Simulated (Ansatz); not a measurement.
Mg: all-electron results

```
Mg
1.0
     3.20927    0.00000    0.00000
    -1.60464    2.77931    0.00000
     0.00000    0.00000    5.21033
Mg
2
Direct
  0.33333 0.66667 0.25000
  0.66667 0.33333 0.75000
```

Atoms are numbered in the order listed.

The cell is COD entry 9008506, as deposited and not checked against the literature; nothing was relaxed.

These are results of Ansatz 0.2.0, DFT, PBEsol, all-electron LAPW, scalar-relativistic, not measurements.

Numerical set-up: a Γ-centred 12×12×7 k mesh, Fermi–Dirac smearing of 0.08 eV, basis error target 0.5 meV/atom, no spin polarisation.

```yaml
Band_gap: "none: bands cross the Fermi level, a metal"
Volume_per_atom: 23.24 Å³
```

**Question.** Density of states at the Fermi level (0.2 eV bin): what does the calculation give?

**Answer.** 0.65 states/eV per cell.

**Question.** Predict this quantity. Pressure at this cell.

**Answer.** -11.4 kbar.

**Question.** Give the computed value. Stress xx, yy, zz (compression positive).

**Answer.** -0.88, -0.88, -1.65 GPa.
